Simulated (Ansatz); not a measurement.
# Ca: structures and their energies

11 relaxations of Ca ended in 4 distinct structures. Calculation: r2SCAN (plane waves to 500 eV, PAW, scalar-relativistic; Ansatz, an electronic-structure program).

| # | space group | Pearson | type | E − E(lowest) (eV/atom) | V (Å³/atom) | coordination | runs ending here |
|---|---|---|---|---|---|---|---|
| 1 | Fm-3m | cF4 | fcc (Cu type) | 0.00 | 43.17 | Ca 12 (cuboctahedral) | 2 |
| 2 | P6₃/mmc | hP2 | hcp (Mg type) | 0.01 | 43.41 | Ca 12 (anticuboctahedral) | 5 |
| 3 | Im-3m | cI2 | bcc (W type) | 0.02 | 43.31 | Ca 8 (cubic)+6 | 3 |
| 4 | P6/mmm | hP3 | – | 0.05 | 43.69 | – | 1 |

Coordination numbers (neighbours up to the widest gap in distance over summed covalent radii, below 1.35; n+m marks a second, longer set). All are gapless at this level. Fm-3m, cF4, fcc (Cu type) is the lowest of the structures calculated here, level within the accuracy with P6₃/mmc, hP2, hcp (Mg type).

Space group Fm-3m (No. 225); a = b = c = 5.569 Å, α = β = γ = 90.00°

```
atom  site  symmetry       x       y       z
----  ----  --------  ------  ------  ------
Ca      4a      m-3m  0.0000  0.0000  0.0000
```
(The calculation used a cell of 1 atom; values per cell refer to that cell.)

Each run could gain symmetry but not lose that of its start, so entries can be saddle points. From databases, or of a type measured for this composition: Fm-3m, cF4, fcc (Cu type); P6₃/mmc, hP2, hcp (Mg type); Im-3m, cI2, bcc (W type); the others are generated cells (placed on structure types, drawn at random, substituted or restacked) that were not matched to a known phase here. Static energies at zero pressure. Each cell has its own k-point mesh; energy differences are given only to the digits this allows. No spin polarisation in the result.
